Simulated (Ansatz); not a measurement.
Ansatz (a first-principles code) input:

Ansatz 0.2 input:
```yaml
crystal:
  lattice:
    - [-2.1781097255, 2.1781097255, 1.2493861975]
    - [2.1781097255, -2.1781097255, 1.2493861975]
    - [2.1781097255, 2.1781097255, -1.2493861975]
  atoms:
    - { symbol: C, position: [0.1803141327, 0.1803141327, 0.3606282654] }
    - { symbol: C, position: [0.1803141327, 0.8196858673, 0.0] }
    - { symbol: C, position: [0.8196858673, 0.1803141327, 0.0] }
    - { symbol: C, position: [0.8196858673, 0.8196858673, 0.6393717346] }
kpoints:
  mp_grid: { grid: [11, 11, 11] }
basis: { xc_grid: 2 }
hamiltonian:
  xc: pbesol
  pseudopotentials: { azcp: { folder: ./paw }, kind: paw }
scf:
  occupations: { method: fixed }
output:
  optics: { e_range: [0.0, 15.0], de: 0.05, sigma: 0.1, bands: { spectra_wanted_up_to: 12 eV } }
```

Output (shortened):

```
output.optics: the spectra are integrated over the Brillouin zone by k·p interpolation around the k-points, where levels, occupations, output.optics.sigma and …
Pseudopotentials: kind: paw
Pseudopotential: C, paw, valence charge 4
Functional definition: PBEsol
Crystal: 4 atoms, lattice volume = 23.709 Å³
Basis set: ecut = 420 eV, 493 PW (Γ), exchange–correlation on 48×48×48 points (8 copies of the dense FFT grid, shifted against one another)
Bands: 12, of which v1, the nominal top of the filled ones, is band 8 counted from 1 (7 counted from 0)
Symmetry: 16 space group operations
Space group: I4/mmm (ITA 139), of the structure as read, at distance tolerance 2.9e-5 Å
k-points: 126 of 1331
PAW frozen core: C, regenerated for the run's functional, and the local potential with it
Initial density: superposition of atomic densities (chi_scale 0.1, normalization cell)
Initial wavefunctions: pseudopotential atomic-orbital guess
Eigensolver: davidson
Functional: x = pbesol(κ = 0.804, μ = 0.12345679012345678), c = pbesol(β = 0.046)
SCF iter   1: F=—  HF=-987.089212 eV  |F-HF|=—  |Δ(HF+E_count)|=         —  Δρ=1.34e-1  dr2=3.19e0  ethr=3.10e-3  ⟨swp⟩=4.0  Hψ=7389  notcnv=0  defer=115
all-band conjugate gradients solve this SCF's bands
preconditioner: auto → none
SCF iter   2: F=—  HF=-985.950313 eV  |F-HF|=—  |Δ(HF+E_count)|=    1.14e0  Δρ=5.17e-2  dr2=3.97e-1  ethr=3.10e-3  ⟨swp⟩=2.0  Hψ=3844  notcnv=0  defer=122
SCF iter   3: F=—  HF=-985.832154 eV  |F-HF|=—  |Δ(HF+E_count)|=   1.18e-1  Δρ=6.31e-3  dr2=3.39e-3  ethr=2.48e-3  ⟨swp⟩=2.7  Hψ=2705  notcnv=0  defer=223
SCF iter   4: F=—  HF=-985.832523 eV  |F-HF|=—  |Δ(HF+E_count)|=   3.69e-4  Δρ=1.02e-3  dr2=1.17e-4  ethr=2.12e-5  ⟨swp⟩=2.7  Hψ=2717  notcnv=0  defer=248
SCF iter   5: F=—  HF=-985.832542 eV  |F-HF|=—  |Δ(HF+E_count)|=   1.91e-5  Δρ=9.04e-5  dr2=5.15e-7  ethr=7.31e-7  ⟨swp⟩=2.5  Hψ=2569  notcnv=0  defer=232
SCF iter   6: F=—  HF=-985.832542 eV  |F-HF|=—  |Δ(HF+E_count)|=   1.14e-7  Δρ=8.46e-6  dr2=8.71e-9  ethr=3.22e-9  ⟨swp⟩=2.1  Hψ=2423  notcnv=0  defer=8
SCF iter   7: F=—  HF=-985.832542 eV  |F-HF|=—  |Δ(HF+E_count)|=   6.14e-9  Δρ=4.25e-7  dr2=2.21e-11  ethr=5.44e-11  ⟨swp⟩=2.0  Hψ=2491  notcnv=0  defer=8
SCF iter   8: F=-985.832542 eV  HF=-985.832542 eV  |F-HF|=0.00e0  |Δ(HF+E_count)|=  1.91e-11  Δρ=3.73e-8  dr2=2.60e-13  ethr=1.00e-12  ⟨swp⟩=4.8  Hψ=5410  notcnv=0
SCF 1 converged in 8 iterations: F = -985.832542 eV  dr2 = 2.60e-13
NSCF: frozen V_eff on 126 k-points
Optics k sum: 0 of 126 k-points
Optics k sum: 7 of 126 k-points
Optics k sum: 13 of 126 k-points
Optics k sum: 19 of 126 k-points
Optics k sum: 26 of 126 k-points
Optics k sum: 32 of 126 k-points
Optics k sum: 38 of 126 k-points
Optics k sum: 45 of 126 k-points
Optics k sum: 51 of 126 k-points
Optics k sum: 57 of 126 k-points
Optics k sum: 63 of 126 k-points
Optics k sum: 70 of 126 k-points
Optics k sum: 76 of 126 k-points
Optics k sum: 82 of 126 k-points
Optics k sum: 89 of 126 k-points
Optics k sum: 95 of 126 k-points
Optics k sum: 101 of 126 k-points
Optics k sum: 108 of 126 k-points
Optics k sum: 114 of 126 k-points
Optics k sum: 120 of 126 k-points
Optics k sum: 126 of 126 k-points
Optics k sum: 0 of 126 k-points
Optics k sum: 7 of 126 k-points
Optics k sum: 13 of 126 k-points
Optics k sum: 19 of 126 k-points
Optics k sum: 26 of 126 k-points
Optics k sum: 32 of 126 k-points
Optics k sum: 38 of 126 k-points
Optics k sum: 45 of 126 k-points
Optics k sum: 51 of 126 k-points
Optics k sum: 57 of 126 k-points
Optics k sum: 63 of 126 k-points
Optics k sum: 70 of 126 k-points
Optics k sum: 76 of 126 k-points
Optics k sum: 82 of 126 k-points
Optics k sum: 89 of 126 k-points
Optics k sum: 95 of 126 k-points
Optics k sum: 101 of 126 k-points
Optics k sum: 108 of 126 k-points
Optics k sum: 114 of 126 k-points
Optics k sum: 120 of 126 k-points
Optics k sum: 126 of 126 k-points
NSCF: frozen V_eff on 1 k-points
NSCF: frozen V_eff on 1 k-points
NSCF: frozen V_eff on 1 k-points
NSCF: frozen V_eff on 1 k-points
NSCF: frozen V_eff on 1 k-points
output.optics: what the bands over the 18 summed would add to eps1, eps2 and the energy-loss function is held between a lower and an upper bound (6 Lanczos …
SCF converged after 8 iterations
Free energy (F): -985.832542 eV
Harris-Foulkes:  -985.832542 eV  (|F-HF|=0.00e0)
Internal energy: -985.832542 eV  (E = F + TS)
E sigma→0 (E₀):  -985.832542 eV
Fermi energy:    12.718774 eV
--- Per-component energies (eV) ---
  E_band       = 58.035315
  E_kinetic    = 358.175877
  E_local      = -258.415150  (includes V_loc(G=0)·N_el)
  E_nonlocal   = 92.362104
  E_hartree    = 65.676970
  E_xc         = -189.226556
  E_vxc        = -234.364122  (∫ρ·V_xc dr)
  E_paw        = -384.177261  (= ΣΔE_a)
  E_vpaw       = -31.077407  (= ΣTr[D̂ρ^β])
  E_aug_tail   = 0.000076  (compensation charges beyond the density's cutoff)
  E_ewald      = -670.313003
  E_core_change = 0.084402  (= ΣΔE_core)
  E_smearing   =  0.000000  (= −TS)
  E_closure    = 0.000000  (closes the sum)
  Σ components = -985.832542   (vs F -985.832542, Δ=0.00e0)
  [band-id]    e_kinetic+e_local+e_nonlocal+2·e_hartree+e_vxc+e_vpaw+e_augmentation_tail = 58.035318   (vs E_band 58.035315, Δ=3.50e-6)
--- Band table (eV; the first three rows and the last of 126) ---
  k-point 0: bands = ["-8.7696", "1.0337", "3.2801", "3.2801", "5.3791", "9.4816", "9.4816", "11.8964", "17.2082", "17.5424", "17.5424", "21.5070"]
  k-point 1: bands = ["-8.6719", "0.3748", "3.3530", "3.3809", "5.9880", "9.3845", "9.4650", "11.4742", "17.3039", "17.4957", "17.8497", "21.0483"]
  k-point 2: bands = ["-8.3812", "-0.9472", "3.4917", "3.6814", "7.1685", "9.1434", "9.4192", "10.4694", "16.9134", "18.2999", "18.4545", "20.6883"]
  k-point 125: bands = ["-4.2871", "-3.4606", "-2.7932", "1.7056", "6.4570", "12.0681", "12.6019", "12.7188", "17.5098", "19.3581", "22.3455", "23.1141"]
  band table: 12 of 12 bands, residual norms ≤ 1.0e-3 eV
```

Cost: around 18 core-seconds (rough) on shared cores.

The start of the workflow was typed in or built on a structure type; the Crystallography Open Database copy checked does not list it. It is not the phase usual at ambient conditions (space group No. 194, 227). The cell was relaxed with PBEsol under the symmetry of its start; whether a distortion lowers the energy is not shown.

Potentials: the earlier of the program's two PAW sets. The files were generated under PBE; for other functionals the program regenerates the frozen cores, and for LDA and PBEsol the local potential too.

Ansatz is a plane-wave DFT program.
